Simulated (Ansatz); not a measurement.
Here is the system:

Cu:
```
CELL_PARAMETERS angstrom
      0.00000     1.78168     1.78168
      1.78168     0.00000     1.78168
      1.78168     1.78168     0.00000
ATOMIC_POSITIONS crystal
  Cu 0.00000 0.00000 0.00000
```

This is the PBE+D3(BJ)-relaxed structure.

**Question.** All from PBE+D3(BJ) in the plane-wave PAW code Ansatz, unless another level is named. Predict the bulk modulus (Birch–Murnaghan fit).

**Answer.** 166 GPa.

**Question.** Next, the elastic constants (relaxed ions, GPa)?

**Answer.** C11 = 209, C12 = 145, C44 = 98.8.

Space group Fm-3m (fcc (Cu type)). The cell was relaxed with PBE+D3(BJ) under the symmetry of its start. The run is not spin-polarised. The pairwise dispersion correction was not fitted to metals. As this level gives no gap, shear constants depend on the k-mesh and smearing (Fermi–Dirac, 0.1 eV here).

Potentials: the later of the program's two PAW sets.
